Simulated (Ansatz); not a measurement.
A plane-wave DFT run in Ansatz 0.2.0 (scalar-relativistic PAW potentials unless the input names others): input and command.

```yaml
crystal:
  lattice:
    - [-7.6923103663, 1.0e-10, 0.0]
    - [3.8461551831, -6.661736191, 0.0]
    - [0.0, 0.0, 12.5886853847]
  atoms:
    - { symbol: Zn, position: [0.1681102572, 0.3346027972, 0.7510693377] }
    - { symbol: Zn, position: [0.1907388743, 0.8460498504, 0.7447103201] }
    - { symbol: Zn, position: [0.6567840898, 0.311886313, 0.7447218017] }
    - { symbol: Zn, position: [0.656613654, 0.8457904727, 0.7448241527] }
    - { symbol: Zn, position: [0.3334154838, 0.1693092107, 0.2507762169] }
    - { symbol: Zn, position: [0.3334531247, 0.6649642116, 0.2506906692] }
    - { symbol: Zn, position: [0.8378133884, 0.1693388171, 0.2507308296] }
    - { symbol: Zn, position: [0.8348697753, 0.6679141031, 0.251523073] }
    - { symbol: Zn, position: [0.5033093113, 0.5021806284, 0.4999620628] }
    - { symbol: Zn, position: [0.5015167713, 1.0013125055, 0.4836707562] }
    - { symbol: Zn, position: [1.0006374661, 0.5022880505, 0.4999172215] }
    - { symbol: Zn, position: [1.0005878122, 0.9995660315, 0.5000424869] }
    - { symbol: Zn, position: [0.0048551496, 0.0079048182, 0.0046517886] }
    - { symbol: Zn, position: [0.0048406183, 0.4979567535, 0.0046838963] }
    - { symbol: Zn, position: [0.5014724166, 0.0012713057, 0.008889674] }
    - { symbol: Zn, position: [0.4948131356, 0.4978881422, 0.0046760918] }
    - { symbol: S, position: [0.1681386496, 0.3346096775, 0.9376269438] }
    - { symbol: S, position: [0.1752543615, 0.8381668914, 0.9378772942] }
    - { symbol: S, position: [0.6646857811, 0.3275220253, 0.9378706542] }
    - { symbol: S, position: [0.6645721243, 0.8381089654, 0.9378855469] }
    - { symbol: S, position: [0.3327394971, 0.1700459323, 0.4374494036] }
    - { symbol: S, position: [0.3327875164, 0.6637898352, 0.4373891131] }
    - { symbol: S, position: [0.8390423548, 0.1701095028, 0.437422621] }
    - { symbol: S, position: [0.8348588125, 0.6680436814, 0.438543721] }
    - { symbol: S, position: [0.0006437061, 0.5021827392, 0.6891641585] }
    - { symbol: S, position: [0.0004340665, 0.9995509468, 0.6892142644] }
    - { symbol: S, position: [0.5031637798, 0.5020858001, 0.6891769875] }
    - { symbol: S, position: [0.501374267, 1.0011824192, 0.6730671146] }
    - { symbol: S, position: [0.5015585644, 0.0012049955, 0.1917907621] }
    - { symbol: S, position: [0.502449835, 0.5016553933, 0.1883576291] }
    - { symbol: S, position: [1.00109411, 0.0003165932, 0.1883256026] }
    - { symbol: S, position: [1.0011205908, 0.501714791, 0.1883700269] }
    - { symbol: Na, position: [0.834883268, 0.6678907699, 0.8380527939] }
  host:
    lattice:
      - [3.8461551831, 0.0, 0.0]
      - [-1.9230775915, 3.3308680955, 0.0]
      - [0.0, 0.0, 12.5886853847]
    atoms:
      - { symbol: Zn, position: [0.6666666667, 0.3333333333, 0.7500383541] }
      - { symbol: Zn, position: [0.3333333333, 0.6666666667, 0.2500383541] }
      - { symbol: Zn, position: [0.0, 0.0, 0.5000855077] }
      - { symbol: Zn, position: [0.0, 0.0, 8.55077e-05] }
      - { symbol: S, position: [0.6666666667, 0.3333333333, 0.9376114933] }
      - { symbol: S, position: [0.3333333333, 0.6666666667, 0.4376114933] }
      - { symbol: S, position: [0.0, 0.0, 0.6872636449] }
      - { symbol: S, position: [0.0, 0.0, 0.1872636449] }
total_charge: 1
basis:
  ecutwfc: 420
  xc_grid: 2
kpoints:
  mp_grid: { grid: [2, 2, 2], shift: [0.0, 0.0, 0.0] }
hamiltonian:
  xc: pbe
scf:
  max_iter: 60
output:
  forces: true
  eigenvalues: true
```

```bash
ansatz run input.yaml --threads 4 --pin off --max-ram 10240MiB --backend cpu --events-out ev --progress --plain --runs-dir out
```

Problem. What will the program do with this input?

Solution. The program refuses it, because of no occupation method (scf.occupations: {"method": "gaussian", "width": 0.01} → not typed). With the sound run's settings it is accepted.

Abridged log:
```
Error: YAML parse error: `scf.occupations.method` is required: fixed only where the cell keeps a band gap throughout the run, explicit beside scf.occupations.values (under evaluate: without them), else a smearing such as fermi_dirac (scf.occupations.width is optional; its entry in the input reference gives the default)
```